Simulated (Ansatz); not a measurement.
V (bcc, W type)

```xyz
1
Lattice="-1.4914 1.4914 1.4914 1.4914 -1.4914 1.4914 1.4914 1.4914 -1.4914" Properties=species:S:1:pos:R:3 pbc="T T T"
V      0.0000     0.0000     0.0000
```

Equation-of-state scan: isotropic scaling of the cell above, V₀ being its volume. Symmetry pins the atoms to their sites.

All values below come from r2SCAN (plane waves to 500 eV, PAW, scalar-relativistic; Ansatz, a program for electronic structure). k mesh 22×22×22 (Γ-centred), Fermi-Dirac smearing 0.05 eV. Stress and pressure are positive under compression. V is run without spin polarisation. V was relaxed with its symmetry unable to fall.

At one point of the scan the stress tensor (GPa) is:

```
    7.6      0.0      0.0
    0.0      7.6      0.0
    0.0      0.0      7.6
```

### Question
Which point is it?
(A) V/V₀ = 0.952
(B) V/V₀ = 0.940
(C) V/V₀ = 0.976
(D) V/V₀ = 0.964

### Answer
D, V/V₀ = 0.964

(A scan under strain: stresses follow from slopes of the energy per volume, elastic moduli from its curvatures.)
